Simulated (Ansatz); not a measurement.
The relaxed structure here is a generated cell of La2O3: the first start was made by placing the elements on the sites of a structure type, and the end was not matched to a known phase here, so it may be hypothetical. Known forms of La2O3 include space group No. 164.

A structure of La₂O₃ relaxed with r2SCAN (plane waves to 500 eV, PAW, scalar-relativistic; Ansatz, an electronic-structure program); single points at other levels follow on the same geometry (Ansatz, PAW; HSE06 at 420 eV on a 3×6×3 k-mesh; no spin-orbit coupling). Space group Pnma (No. 62).

```
La2O3
1.0
    9.44522     0.00000     0.00000
    0.00000     3.57814     0.00000
    0.00000     0.00000     9.42326
La O
8 12
Direct
  0.00427   0.25000   0.18422
  0.50427   0.25000   0.31578
  0.99573   0.75000   0.81578
  0.49573   0.75000   0.68422
  0.68514   0.25000   0.98738
  0.18514   0.25000   0.51262
  0.31486   0.75000   0.01262
  0.81486   0.75000   0.48738
  0.27836   0.25000   0.18429
  0.77836   0.25000   0.31571
  0.72164   0.75000   0.81571
  0.22164   0.75000   0.68429
  0.45602   0.25000   0.87411
  0.95602   0.25000   0.62589
  0.54398   0.75000   0.12589
  0.04398   0.75000   0.37411
  0.61053   0.25000   0.55731
  0.11053   0.25000   0.94269
  0.38947   0.75000   0.44269
  0.88947   0.75000   0.05731
```

```
level   gap (eV)      kind  conduction minimum
------  --------  --------  ------------------
r2SCAN      2.90  indirect                   Γ
HSE06          …         –                   …
```

**Question.** Complete the blanks.

**Answer.** 
- HSE06, gap (eV): 3.80
- HSE06, conduction minimum: Γ

HSE06 gaps come from a coarse mesh plus a few chosen points, so they may be too large. For this cell size the semilocal gaps come from the SCF mesh and high-symmetry points. No spin polarisation in the result.

The run could not lose the symmetry of its start, so the end can be a saddle point.
